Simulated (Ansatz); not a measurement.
CaO:
```
CaO
1.0
    2.90317     0.00000     0.00000
    0.00000     2.90317     0.00000
    0.00000     0.00000     2.90317
Ca O
1 1
Direct
  0.00000   0.00000   0.00000
  0.50000   0.50000   0.50000
```

Relaxed with r²SCAN. Independent-particle spectrum: no excitons, no local fields, no scissors shift; 0.1 eV broadening; ε₁ of the summed bands alone.

**Question.** Tabulate the dielectric function from r²SCAN (plane waves, PAW; program Ansatz).

**Answer.** 

| E (eV) | ε₁ xx | ε₂ xx |
|---|---|---|
| 0.0 | 4.02 | 0.00 |
| 0.5 | 4.03 | 0.00 |
| 1.0 | 4.07 | 0.00 |
| 1.5 | 4.14 | 0.00 |
| 2.0 | 4.24 | 0.00 |
| 2.5 | 4.40 | 0.00 |
| 3.0 | 4.65 | 0.00 |
| 3.5 | 5.27 | 0.04 |
| 4.0 | 5.29 | 1.05 |
| 4.5 | 5.03 | 1.21 |
| 5.0 | 5.04 | 1.14 |
| 5.5 | 5.86 | 1.38 |
| 6.0 | 6.06 | 2.02 |
| 6.5 | 6.86 | 2.96 |
| 7.0 | 6.08 | 4.22 |
| 7.5 | 5.90 | 6.87 |
| 8.0 | 3.13 | 7.07 |
| 8.5 | 0.46 | 7.42 |
| 9.0 | 0.41 | 3.27 |
| 9.5 | 1.40 | 8.92 |
| 10.0 | -1.07 | 3.92 |
| 10.5 | -2.36 | 3.14 |
| 11.0 | -1.70 | 1.74 |
| 11.5 | -0.90 | 1.06 |
| 12.0 | -0.41 | 0.82 |

**Question.** From ε at 4.5 eV (xx: 5.03 + 1.21i), find n, k, the normal reflectivity and the absorption coefficient.

**Answer.** n = 2.26, k = 0.268, R = 16 %, α = 2kE/ħc = 120000 cm⁻¹.

With all bands, ε∞ without local fields is 4.15.

Space group Pm-3m (CsCl type). This is a known high-pressure phase of the composition, computed here at zero pressure and temperature. Symmetry was held in the r²SCAN relaxation. At this level the phase is mechanically unstable.

Potentials: the earlier of the program's two PAW sets.
